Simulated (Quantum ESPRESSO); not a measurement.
Band energies of SiO$_{2}$

```xyz
9
Lattice="4.9166 0.0000 0.0000 -2.4583 4.2579 0.0000 0.0000 0.0000 5.4316" Properties=species:S:1:pos:R:3 pbc="T T T"
O     -1.0874     3.1144     2.9756
O      0.3049     1.7589     1.1650
O      0.7826     3.6424     4.7861
O      3.2408     0.6154     2.4561
O      1.3708     1.1435     4.2666
O      2.7632     2.4989     0.6455
Si    -1.1524     1.9961     1.8105
Si     1.3058     2.2618     0.0000
Si     2.3049     0.0000     3.6211
```

LDA (Quantum ESPRESSO, PseudoDojo norm-conserving, 84 Ry, without SOC); path ΓMKΓALHA,LM,KH; energies in eV from the valence-band maximum.

```
k (1/Å)  point  band 20  band 21  band 22  band 23  band 24  band 25  band 26  band 27
-------  -----  -------  -------  -------  -------  -------  -------  -------  -------
0.00         Γ    -1.01    -1.01    -0.68    -0.31    -0.31     5.76     9.02     9.02
0.25              -1.07    -1.01    -0.78    -0.26    -0.22     6.18     9.00     9.07
0.49              -1.11    -1.02    -0.83    -0.24    -0.09     7.17     9.05     9.16
0.74         M    -1.11    -1.04    -0.77    -0.27    -0.03     8.00     8.72     9.42
0.95              -1.24    -1.09    -0.62    -0.31    -0.01     8.19     8.78     9.32
1.16         K    -1.22    -1.22    -0.43    -0.43     0.00     8.65     8.65     9.13
1.33              -1.33    -1.09    -0.59    -0.32    -0.01     8.04     9.05     9.16
1.68              -1.15    -0.94    -0.85    -0.24    -0.16     6.52     9.00     9.14
1.85              -1.05    -1.01    -0.74    -0.28    -0.26     5.97     9.00     9.05
2.02         Γ    -1.01    -1.01    -0.68    -0.31    -0.31     5.76     9.02     9.02
2.40              -1.53    -1.15    -0.43    -0.15    -0.09     6.75     8.56     8.83
2.59         A    -1.54    -1.22    -0.21    -0.21    -0.09     7.68     7.68     8.72
2.78              -1.46    -1.17    -0.28    -0.25    -0.11     7.79     7.81     8.82
3.15              -1.20    -0.97    -0.69    -0.55    -0.17     8.47     8.74     9.29
3.33         L    -1.16    -0.89    -0.84    -0.60    -0.18     8.69     9.14     9.33
3.76         H    -0.94    -0.94    -0.77    -0.58    -0.58     8.79     9.47     9.47
3.90              -1.01    -0.92    -0.76    -0.59    -0.45     8.72     9.23     9.49
4.04              -1.11    -0.98    -0.67    -0.49    -0.32     8.50     8.79     9.28
4.33              -1.37    -1.13    -0.38    -0.29    -0.15     7.93     7.99     8.93
4.47              -1.49    -1.19    -0.26    -0.23    -0.10     7.75     7.76     8.78
4.61         A    -1.54    -1.22    -0.21    -0.21    -0.09     7.68     7.68     8.72
4.61         L    -1.16    -0.89    -0.84    -0.60    -0.18     8.69     9.14     9.33
4.75              -1.15    -0.98    -0.65    -0.63    -0.16     8.57     8.95     9.31
4.90              -1.17    -0.96    -0.72    -0.45    -0.11     8.29     8.82     9.26
5.04              -1.15    -0.97    -0.77    -0.32    -0.06     8.08     8.75     9.29
5.19         M    -1.11    -1.04    -0.77    -0.27    -0.03     8.00     8.72     9.42
5.19         K    -1.22    -1.22    -0.43    -0.43     0.00     8.65     8.65     9.13
5.38              -1.30    -1.08    -0.50    -0.45    -0.09     8.65     8.79     9.22
5.77         H    -0.94    -0.94    -0.77    -0.58    -0.58     8.79     9.47     9.47
```

The LDA gap is indirect, 5.76 eV, from K to Γ; the smallest direct gap is 6.07 eV.

Geometry of the Materials Project entry, not relaxed at this level.
